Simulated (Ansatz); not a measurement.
# Sensitivity of the gradients in CdPtC₆N₆ to the input

This input was run with Ansatz:

```yaml
crystal:
  lattice:
    - [0.0, 5.469, 5.469]
    - [5.469, 0.0, 5.469]
    - [5.469, 5.469, 0.0]
  atoms:
    - { symbol: Cd, position: [0.5, 0.5, 0.5] }
    - { symbol: Pt, position: [0.0, 0.0, 0.0] }
    - { symbol: C, position: [0.8166700481, 0.8166700481, 0.1833299519] }
    - { symbol: C, position: [0.1833299519, 0.1833299519, 0.8166700481] }
    - { symbol: C, position: [0.1833299519, 0.8166700481, 0.8166700481] }
    - { symbol: C, position: [0.8166700481, 0.1833299519, 0.1833299519] }
    - { symbol: C, position: [0.8166700481, 0.1833299519, 0.8166700481] }
    - { symbol: C, position: [0.1833299519, 0.8166700481, 0.1833299519] }
    - { symbol: "N", position: [0.7108790011, 0.7108790011, 0.2891209989] }
    - { symbol: "N", position: [0.2891209989, 0.2891209989, 0.7108790011] }
    - { symbol: "N", position: [0.2891209989, 0.7108790011, 0.7108790011] }
    - { symbol: "N", position: [0.7108790011, 0.2891209989, 0.2891209989] }
    - { symbol: "N", position: [0.7108790011, 0.2891209989, 0.7108790011] }
    - { symbol: "N", position: [0.2891209989, 0.7108790011, 0.2891209989] }
kpoints:
  mp_grid: { grid: [5, 5, 5] }
scf:
  occupations: { method: tetrahedron_uncorrected }
hamiltonian:
  xc: pbe
  pseudopotentials: { kind: paw }
  hubbard: { sites: [{ species: Pt, l: d, u_eff: 1.0 }], double_counting: amf }
output:
  forces: true
  stress: true
  populations: true
  efg:
    quadrupole_moments_barn: { "N": 0.02044 }
    contact_densities: true
```

It converged. Of its output the block on the nuclei alone is shown, without the SCF iterations, energies, forces and stress (one atom of each set):

```
--- PAW observables at the nuclei: V_zz in 10²¹ V/m², potentials from the cell's mean, atoms counted from 1 ---
  atom   1  Cd V_zz =    +0.000000   η = 0.0000   by run symmetry: forbidden
            electrostatic potential = -7697.862107 V   contact ρ = 1035840.004136 e/Å³
  atom   2  Pt V_zz =    -0.000000   η = 0.0000   by run symmetry: forbidden
            electrostatic potential = -16098.433406 V   contact ρ = 12084666.797089 e/Å³
  atom   3  C  V_zz =    -3.852293   η = 0.0000   by run symmetry: allowed
            electrostatic potential = -407.339368 V   contact ρ = 870.335758 e/Å³
  atom   9  N  V_zz =    -5.900761   η = 0.0000   by run symmetry: allowed   C_q = -2.9164 MHz
            electrostatic potential = -507.089811 V   contact ρ = 1417.525195 e/Å³
```

Question: Can these gradients be trusted, and how do they compare with a run on standard settings?

Answer: They agree with the standard run. Against the standard input the change is `hamiltonian.hubbard`: not typed → {sites: [{species: Pt, l: d, u_eff: 1.0}], double_counting: amf}; `scf.occupations.width`: 0.05 → not typed; `scf.occupations.method`: fermi_dirac → tetrahedron_uncorrected. A site carries the number of its first atom; V_zz in 10²¹ V/m².

```
site  V_zz standard  η standard  V_zz here  η here
   C          -3.82        0.00      -3.85    0.00
   N          -5.88        0.00      -5.90    0.00
```

The largest change of V_zz is on C, from -3.82 to -3.85. In per cent, |V_zz| changes by +1 on C, 0 on N (all sites that start above 0.5). Sites without a gradient aren't listed. The gap of 5.4 eV is far wider than the smearing, so the levels stay full or empty whatever the smearing's form; with a small gap this would fail. New warnings: band table not solved further.

On the reference run: Without spin–orbit coupling the gradients at and beside Pt can be off by some per cent, at some sites by more. The database entry as given showed forces above 3 eV/Å or a pressure above 30 GPa, though relaxing it moves no atom far.
